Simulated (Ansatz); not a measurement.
Question: CdSe (rock salt, space group No. 225) is relaxed with the program Ansatz at the r²SCAN level (PAW). What lattice parameters of the conventional cell result?

Answer: a = 5.686 Å.

These are the values of the symmetrised cell.

Question: Is it a metal or does it have a gap at this level?

Answer: No gap at this level.

Space group Fm-3m (rock salt). This is a known high-pressure phase of the composition, computed here at zero pressure and temperature. The r²SCAN relaxation kept the symmetry of its start; of distortions, only those at the zone centre were tested. Spin–orbit coupling is left out wherever it is not named.

Potentials: the later of the program's two PAW sets.
